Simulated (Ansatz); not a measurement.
Relaxed Hf (hcp, Mg type):

```yaml
crystal:
  lattice:
    - [6.40825, 0.00000, 0.00000]
    - [-1.60206, 2.77485, 0.00000]
    - [0.00000, 0.00000, 5.06894]
  atoms:
    - { symbol: Hf, position: [0.16667, 0.66667, 0.75000] }
    - { symbol: Hf, position: [0.66667, 0.66667, 0.75000] }
    - { symbol: Hf, position: [0.33333, 0.33333, 0.25000] }
    - { symbol: Hf, position: [0.83333, 0.33333, 0.25000] }
```

In this cell atom 3 (Hf, nearest neighbour Hf at 3.138 Å; its periodic images, 3.2 Å or more away, move with it) is moved by s along Cartesian z, unit vector (0.000, 0.000, 1.000); all other atoms and the cell stay fixed.

Calculation: PBE (plane waves to 420 eV, PAW, scalar-relativistic; Ansatz, a first-principles code). k mesh 13×13×8 (Γ-centred), Fermi-Dirac smearing 0.05 eV. Energies are smeared free energies. Left out: 4 of 11 points, with atoms too close for the PAW data. With partly filled bands, energies and forces of such displacements shift with the k mesh and the smearing. Hf is run without spin polarisation. Hf was relaxed with its symmetry unable to fall. Spin-orbit coupling is left out, though Hf is heavy. The PAW data are Ansatz's earlier set. ΔE is measured from the undisplaced structure. The last digit holds for this mesh only.

```csv
s (Å),ΔE (meV/cell)
-0.564,1183.1
-0.376,450.2
-0.188,92.6
0.000,0.0
0.188,92.6
0.376,450.2
0.564,1183.1
```

### Question
What force constant k = d²E/ds² at s = 0 does the table give?

### Answer
4.9 eV/Å². It is the second difference of the nearest points, corrected with the next pair.

### Question
With k = 5.17 eV/Å² from the forces, is the well harmonic out to s = 0.564 Å?

### Answer
½ks² = 823 meV/cell against the computed 1183 meV/cell, so the well is stiffer than harmonic there.

(For displaced atoms, the force is minus the slope of the energy, and its curvature is a force constant, which sets phonon frequencies.)
